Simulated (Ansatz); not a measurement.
Y (sc type), DFT, PBEsol, norm-conserving pseudopotentials, Ansatz's default files, scalar-relativistic (Ansatz 0.2.0), on 1 thread of AMD EPYC 7R43 64-Core Processor (Zen 3) (shared host).

Command: `ansatz run input.yaml --threads 1 --pin off --max-ram 2048MiB --backend cpu --events-out ev --progress --plain --runs-dir out`

```yaml
crystal:
  lattice:
    - [3.1910629858, 0.0, 0.0]
    - [0.0, 3.1910629858, 0.0]
    - [0.0, 0.0, 3.1910629858]
  atoms:
    - { symbol: "Y", position: [0.0, 0.0, 0.0] }
kpoints:
  mp_grid: { grid: [12, 12, 12] }
scf:
  occupations: { method: fermi_dirac, width: 0.08 }
hamiltonian:
  xc: pbesol
  pseudopotentials: { kind: nc }
output:
  forces: true
  stress: true
  eigenvalues: true
```

Problem. How large is the problem that the program sets up?

Solution. 84 irreducible k-points, 2301 plane waves at Γ, 10 bands.

Problem. About how long does it take?

Solution. 3.5 s of wall time for 5 SCF iterations. Times on shared machines scatter by tens of per cent.
